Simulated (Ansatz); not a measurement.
SrMoO4:
```
SrMoO4
1.0
   -2.70563     2.70563     5.99234
    2.70563    -2.70563     5.99234
    2.70563     2.70563    -5.99234
Sr Mo O
2 2 8
Direct
  0.00000   0.00000   0.00000
  0.75000   0.25000   0.50000
  0.50000   0.50000   0.00000
  0.25000   0.75000   0.50000
  0.03056   0.43219   0.12582
  0.18219   0.55637   0.90162
  0.30637   0.90475   0.87418
  0.65475   0.28056   0.09838
  0.71944   0.81781   0.37418
  0.56781   0.69363   0.59838
  0.44363   0.34525   0.62582
  0.09525   0.96944   0.40162
```

Relaxed with r²SCAN.

Task: Map the electron localisation function on the plane through (0.000, 0.000, 0.000) spanned by u = [0, 0, 1] and v = [1, -1, 0] in lattice vectors, from the program Ansatz at the r²SCAN level (PAW).

Result: x is the fraction of u, y of v (the angle between them is 90°; rows are the nearest grid lines); atoms in the plane: Sr at (0.00, 0.00), Sr at (0.50, 0.75), Mo at (0.00, 0.50), Mo at (0.50, 0.25).
```
|  *@@%. -%@@@@@@%#=.          -%@@*  |
|*#@@@#.  -*#%%#+:.            :#@@@#*|
|@@@@%=   .:==-.                =%@@@@|
|%#+:          :+%@@@%#-         .=#%%|
|  .:=***=:  .*@@@@%@@@@*.            |
| :+#%@@%#=. :#@@%+-+%@@%:            |
|+%@@@@@@@%- .#@@*. .*@@%-          :+|
|+#@%*+*%@@*. =@@@@%@@@%=   .....   :+|
|:+%%#*#@@@*. :*@@@@@@@*. .-=++=:.  .:|
|+=-+#%@@%*-    .:=++-.  -*%%%%#=.:=++|
|%##*-:-=-.   ....      :*%@@@%#--*%%%|
|=*%%+:...   :=++=-:    :*%@@@%*-=#%*=|
|=*%@*:    .-*#%%%#*-.   -*#%%#=:+%%*=|
|%%%#=.    .=*%%%%#+-.   .-+**+:.=%@@%|
|+=-::::.  .-+***=-:.            .:+++|
|:=*###*=.  ...:-=*###=. ....       .:|
|+*%%%%*=.    .-*#%%@@#-.:=+=-.    .-+|
|+##%%#+:     :#@%+-+%%+:=#%%%#=.  .-+|
| .:--:.   .:::=###*#%#--#%@@@%*-     |
|         :+*+--=*#%@%+:=#%@@@%*:     |
|%#+-.  .=#%@@%%*=---:..=#%%%#+.  -*#%|
|@@@@%- .*@@%*+#%%#=.  ..:---.  :#@@@@|
|*#@@@+ .+@@@*+#%@%+:          .*@@@#*|
|  *@@%. -%@@@@@@%#=.          -%@@*  |
```
Scale: ten equal steps from 0.006 (start of ' ') to 0.873 (end of '@'), in the order ' .:-=+*#%@'; x runs from 0.000 to 1.00, y from 0.000 (bottom) to 1.00 (top).

The density is the valence pseudo-density with augmentation charge, so density and ELF within about 1 Å of a nucleus are not all-electron values.

Space group I4_1/a. The first step of the workflow began from a Materials Project structure, measured or hypothetical; the Crystallography Open Database files this formula in space group No. 88, but the cells were not matched. Whether it is the stable phase at ambient conditions was not checked. The r²SCAN relaxation kept the symmetry of its start; whether a distortion lowers the energy is not shown. No spin polarisation was allowed. No Hubbard U is applied.

Potentials: the later of the program's two PAW sets.
